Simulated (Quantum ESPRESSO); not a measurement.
ZnAl2SiN4, convergence and cost over cutoff and k mesh

Simulated, not a measurement. The program is pw.x of Quantum ESPRESSO 7.5 (plane-wave density functional theory). The cell is made up: 8 atoms on a wurtzite lattice, with randomly drawn elements, strain and displacements, not relaxed. PseudoDojo standard norm-conserving files (v0.5 for PBE, v0.4.1 for LDA and PBEsol) set the functional; there is no spin polarisation, spin-orbit coupling or dispersion term, and the masses in the input are unused placeholders.

Input of the run in row 2:

```
&control calculation='scf', pseudo_dir='./dojo.nc.sr.pbe.v0_5.standard.upf', outdir='./o', disk_io='medium', tprnfor=.true., tstress=.true. /
&system ibrav=0, nat=8, ntyp=4, nbnd=31, ecutwfc=84.00895049, nosym=.true., tot_charge=0,
 occupations='smearing', smearing='fd', degauss=0.0018374661
/
&electrons conv_thr=7.350e-09, electron_maxstep=60, /
ATOMIC_SPECIES
Al 1.0 Al.upf
N 1.0 N.upf
Si 1.0 Si.upf
Zn 1.0 Zn.upf
CELL_PARAMETERS angstrom
3.0558 -0.0211 0.0357
-0.0365 5.1801 0.0043
0.0583 0.004 5.0283
ATOMIC_POSITIONS angstrom
Zn -0.0197 0.0174 0.0275
Al 1.4735 2.6113 0.0473
Si 1.607 0.8486 2.5006
Al -0.0144 3.4306 2.4675
N 0.068 -0.0526 1.8048
N 1.4784 2.5232 1.9234
N 1.5725 0.8846 4.3991
N 0.1053 3.4442 4.3703
K_POINTS automatic
6 4 4 1 1 1
```

The same cell was run at these settings. Meshes are shifted by half a step, and differences are from the last row, which is itself not exact.

| cutoff (eV) | k mesh | k points solved | threshold (eV) | free energy less the last row's (eV) | pressure (GPa) | largest stress difference (GPa) | largest force difference (eV/Å) | iterations | wall time (s) | k-point pools | processor |
| --- | --- | --- | --- | --- | --- | --- | --- | --- | --- | --- | --- |
| 800 | 2 x 2 x 2 | 4 | 1e-04 | 0.777 | -12.74 | 33.56 | 0.219 | 8 | 18 | 1 | AMD EPYC, Zen 5 class |
| 1143 | 6 x 4 x 4 | 48 | 1e-07 | 0.001 | 15.63 | 0.03 | 0.002 | 12 | 295 | 1 | AMD EPYC, Zen 5 class |
| 1437 | 8 x 6 x 6 | 144 | 1e-07 | 0.000 | 15.61 | 0.00 | 0.000 | 12 | 1033 | 1 | AMD EPYC, Zen 5 class |

Each pool is one process. Wall times include start-up and a band step at six k points, which weighs most on the coarsest meshes. The runs were on shared virtual cores whose load varied, so times are rough.